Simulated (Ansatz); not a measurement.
An Ansatz (a first-principles code) run. Input:

Ansatz 0.2 input:
```yaml
crystal:
  lattice:
    - [0.0, 4.3007398389, 4.3007398389]
    - [4.3007398389, 0.0, 4.3007398389]
    - [4.3007398389, 4.3007398389, 0.0]
  atoms:
    - { symbol: Rb, position: [0.75, 0.75, 0.75] }
    - { symbol: Rb, position: [0.25, 0.25, 0.25] }
    - { symbol: Sc, position: [0.0, 0.0, 0.0] }
    - { symbol: Ag, position: [0.5, 0.5, 0.5] }
    - { symbol: F, position: [0.7699145566, 0.2300854434, 0.2300854434] }
    - { symbol: F, position: [0.2300854434, 0.7699145566, 0.7699145566] }
    - { symbol: F, position: [0.2300854434, 0.7699145566, 0.2300854434] }
    - { symbol: F, position: [0.7699145566, 0.2300854434, 0.7699145566] }
    - { symbol: F, position: [0.2300854434, 0.2300854434, 0.7699145566] }
    - { symbol: F, position: [0.7699145566, 0.7699145566, 0.2300854434] }
kpoints:
  mp_grid: { grid: [6, 6, 6] }
hamiltonian:
  xc: lda
  pseudopotentials: { kind: paw }
scf:
  occupations: { method: fixed }
phonons:
  method: dfpt
  response_accuracy: low
  eigenvectors: true
  rigid_motions: translations
  dielectric: true
  raman: true
```

Output (shortened):

```
Pseudopotential: Rb, paw, valence charge 9
Pseudopotential: Sc, paw, valence charge 11
Pseudopotential: Ag, paw, valence charge 19
Pseudopotential: F, paw, valence charge 7
Functional definition: SPW92
Crystal: 10 atoms, lattice volume = 159.096 Å³
Basis set: ecut = 420 eV, 3119 PW (Γ), exchange–correlation on 90×90×90 points (8 copies of the dense FFT grid, shifted against one another)
Bands: 55, of which v1, the nominal top of the filled ones, is band 45 counted from 1 (44 counted from 0)
Symmetry: 48 space group operations
k-points: 112 of 216 (irreducible under 1 space group operation, time reversal used)
SCF 1 converged in 9 iterations: F = -20663.797893 eV  dr2 = 9.24e-11
── the response to a field inside a basis, on 6×6×6 k-points: an SCF that follows is theirs, and a resumed run solves both again ──
Crystal: 10 atoms, lattice volume = 159.096 Å³
Bands: 46, of which v1, the nominal top of the filled ones, is band 45 counted from 1 (44 counted from 0)
k-points: 28 of 216 (irreducible under 12 space group operations)
SCF 1 converged in 8 iterations: F = -20663.489962 eV  dr2 = 1.85e-11
SCF converged after 9 iterations
Free energy (F): -20663.797893 eV
Harris-Foulkes:  -20663.797893 eV  (|F-HF|=2.91e-11)
Internal energy: -20663.797893 eV  (E = F + TS)
E sigma→0 (E₀):  -20663.797893 eV
Fermi energy:    5.939193 eV
--- Per-component energies (eV) ---
  E_band       = -853.506922
  E_kinetic    = 2413.272132
  E_local      = -9029.765824  (includes V_loc(G=0)·N_el)
  E_nonlocal   = 982.367380
  E_hartree    = 3520.326791
  E_xc         = -1014.571362
  E_vxc        = -1243.948978  (∫ρ·V_xc dr)
  E_paw        = -10855.287914  (= ΣΔE_a)
  E_vpaw       = -1016.097913  (= ΣTr[D̂ρ^β])
  E_aug_tail   = 0.012515  (compensation charges beyond the density's cutoff)
  E_ewald      = -6682.403371
  E_core_change = 2.251759  (= ΣΔE_core)
  E_smearing   =  0.000000  (= −TS)
  E_closure    =  0.000000  (closes the sum)
  Σ components = -20663.797893   (vs F -20663.797893, Δ=0.00e0)
--- Band table (eV; the first three rows and the last of 112) ---
  k-point 0: bands = ["-82.5724", "-46.2012", "-46.2012", "-46.2012", "-41.8127", "-21.1855", "-21.1855", "-21.1855", "-19.4045", "-19.3319", "-16.4002", "-16.1924", "-16.1924", "-15.6524", "-15.6524", "-15.6524", "-3.7928", "-3.7928", "-3.7928", "-3.5029", …
  k-point 1: bands = ["-82.5724", "-46.2012", "-46.2012", "-46.2012", "-41.8127", "-21.1871", "-21.1855", "-21.1855", "-19.3959", "-19.3346", "-16.3931", "-16.1951", "-16.1951", "-15.6717", "-15.6501", "-15.6501", "-3.7611", "-3.7611", "-3.7253", "-3.5087", …
  k-point 2: bands = ["-82.5724", "-46.2012", "-46.2012", "-46.2012", "-41.8127", "-21.1902", "-21.1854", "-21.1854", "-19.3765", "-19.3426", "-16.3771", "-16.2004", "-16.2004", "-15.7119", "-15.6456", "-15.6456", "-3.6826", "-3.6826", "-3.5741", "-3.5346", …
  k-point 111: bands = ["-82.5724", "-46.2012", "-46.2012", "-46.2012", "-41.8127", "-21.1918", "-21.1854", "-21.1854", "-19.3602", "-19.3532", "-16.3681", "-16.2031", "-16.2031", "-15.7329", "-15.6433", "-15.6433", "-3.6067", "-3.6067", "-3.5839", "-3.5839", …
--- Phonons (Γ-DFPT): 5 representative perturbations + reference, on 112 of 216 k-points (Σ response iterations 18) ---
  ASR residual: 2.414e-4 → 0.000e0 eV/Å²; symmetrization residual: 5.823e-5 eV/Å²
  ASR residual per site (eV/Å²): 2.41e-4 2.41e-4 1.49e-4 1.95e-4 4.79e-5 4.79e-5 4.79e-5 4.79e-5 4.79e-5 4.79e-5
  Γ frequencies (cm⁻¹): -69.65 -69.65 -69.65 0.00 0.00 0.00 65.05 65.05 65.05 65.68 65.68 65.68 90.44 90.44 90.44 106.34 106.34 106.34 203.25 203.25 203.25 257.25 257.25 257.25 406.11 406.11 495.41 495.41 495.41 559.65
  ε∞ (high-frequency dielectric tensor):
        2.591182     0.000000     0.000000
        0.000000     2.591182     0.000000
        0.000000     0.000000     2.591182
  ε⁰ (static dielectric tensor): not given — an optical mode at Γ is not stable, and the ionic part, a sum over the modes at Γ, is formed only where all of …
  softest optical mode at Γ: -69.65 cm⁻¹; the repairs (sum rule, projections) moved no ω² at Γ by more than (5.09 cm⁻¹)²
  Born effective charges Z* (e; rows j = field, columns β = displacement):
    site 0:
         1.26740    0.00000    0.00000
         0.00000    1.26740    0.00000
         0.00000    0.00000    1.26740
    site 1:
         1.26740    0.00000    0.00000
         0.00000    1.26740    0.00000
         0.00000    0.00000    1.26740
    site 2:
         3.72943    0.00000    0.00000
         0.00000    3.72943    0.00000
         0.00000    0.00000    3.72943
    site 3:
         1.38124    0.00000    0.00000
         0.00000    1.38124    0.00000
         0.00000    0.00000    1.38124
    site 4:
        -2.08770    0.00000    0.00000
         0.00000   -0.86751    0.00000
         0.00000    0.00000   -0.86751
    site 5:
        -2.08770    0.00000    0.00000
         0.00000   -0.86751    0.00000
         0.00000    0.00000   -0.86751
    site 6:
        -0.86751    0.00000    0.00000
         0.00000   -2.08770    0.00000
         0.00000    0.00000   -0.86751
    site 7:
        -0.86751    0.00000    0.00000
         0.00000   -2.08770    0.00000
         0.00000    0.00000   -0.86751
    site 8:
        -0.86751    0.00000    0.00000
         0.00000   -0.86751    0.00000
         0.00000    0.00000   -2.08770
    site 9:
        -0.86751    0.00000    0.00000
         0.00000   -0.86751    0.00000
         0.00000    0.00000   -2.08770
  Z* charge neutrality: 3.972e-5 e pre-enforcement
  k-mesh period / interband length: 36.5 Å / 0.97 Å = 37.72 at k = (0.0000, 0.0000, 0.0000), direct gap 3.223 eV — 14 or more, which is no proof of convergence
  Raman tensors (in the event stream and the table raman_tensors.tsv) …
  optical modes at Γ without the LO–TO term, one row a degenerate level:
      ω (cm⁻¹)  modes    IR ((D/Å)²/amu)  static Raman (Å⁴/amu)  depolarisation
        -69.65      3             0.0000                 0.0000               —
         65.05      3             0.0000                 0.1224           0.750
         65.68      3             7.4397                 0.0000               —
         90.44      3             0.0000                 0.0000               —
        106.34      3             7.6354                 0.0000               —
        203.25      3             0.0000                 5.5112           0.750
        257.25      3             1.7293                 0.0000               —
        406.11      2             0.0000                 1.1777           0.750
        495.41      3            51.1579                 0.0000               —
        559.65      1             0.0000                75.7840           0.000
  optical modes at Γ + LO–TO along q̂ = [1.0000, 0.0000, 0.0000]:
      ω (cm⁻¹)  modes    IR ((D/Å)²/amu)  static Raman (Å⁴/amu)  depolarisation
        -69.65      3             0.0000                 0.0000               —
         65.05      3             0.0000                 0.1224           0.750
         65.68      2             4.9598                 0.0000               —
         84.40      1             0.0812                 0.0000               —
         90.44      3             0.0000                 0.0000               —
        106.34      2             5.0903                 0.0000               —
        161.64      1             2.1329                 0.0000               —
        203.25      3             0.0000                 5.5112           0.750
        257.25      2             1.1528                 0.0000               —
        262.60      1             0.4881                 0.0000               —
        406.11      2             0.0000                 1.1777           0.750
        495.41      2            34.1053                 0.0000               —
        559.65      1             0.0000                75.7840           0.000
        585.00      1            19.9518                 0.0000               —
  optical modes at Γ + LO–TO along q̂ = [0.0000, 1.0000, 0.0000]:
      ω (cm⁻¹)  modes    IR ((D/Å)²/amu)  static Raman (Å⁴/amu)  depolarisation
        -69.65      3             0.0000                 0.0000               —
         65.05      3             0.0000                 0.1224           0.750
         65.68      2             4.9598                 0.0000               —
         84.40      1             0.0812                 0.0000               —
         90.44      3             0.0000                 0.0000               —
        106.34      2             5.0903                 0.0000               —
        161.64      1             2.1329                 0.0000               —
        203.25      3             0.0000                 5.5112           0.750
        257.25      2             1.1528                 0.0000               —
        262.60      1             0.4881                 0.0000               —
        406.11      2             0.0000                 1.1777           0.750
        495.41      2            34.1053                 0.0000               —
        559.65      1             0.0000                75.7840           0.000
        585.00      1            19.9518                 0.0000               —
  optical modes at Γ + LO–TO along q̂ = [0.0000, 0.0000, 1.0000]:
      ω (cm⁻¹)  modes    IR ((D/Å)²/amu)  static Raman (Å⁴/amu)  depolarisation
        -69.65      3             0.0000                 0.0000               —
         65.05      3             0.0000                 0.1224           0.750
         65.68      2             4.9598                 0.0000               —
         84.40      1             0.0812                 0.0000               —
         90.44      3             0.0000                 0.0000               —
        106.34      2             5.0903                 0.0000               —
        161.64      1             2.1329                 0.0000               —
        203.25      3             0.0000                 5.5112           0.750
        257.25      2             1.1528                 0.0000               —
        262.60      1             0.4881                 0.0000               —
        406.11      2             0.0000                 1.1777           0.750
        495.41      2            34.1053                 0.0000               —
        559.65      1             0.0000                75.7840           0.000
        585.00      1            19.9518                 0.0000               —
```

Cost: very roughly 60 core-minutes on shared cores.

Space group Fm-3m. The workflow started from a Materials Project entry (that database holds measured and hypothetical structures alike); the Crystallography Open Database copy checked does not list it. Whether it is the stable phase at ambient conditions was not checked. The cell was relaxed with LDA under the symmetry of its start. At this level the phase is dynamically unstable (imaginary phonons). No spin polarisation was allowed. Spin–orbit coupling is left out wherever it is not named.

Potentials: the later of the program's two PAW sets.

Ansatz is a plane-wave DFT program.
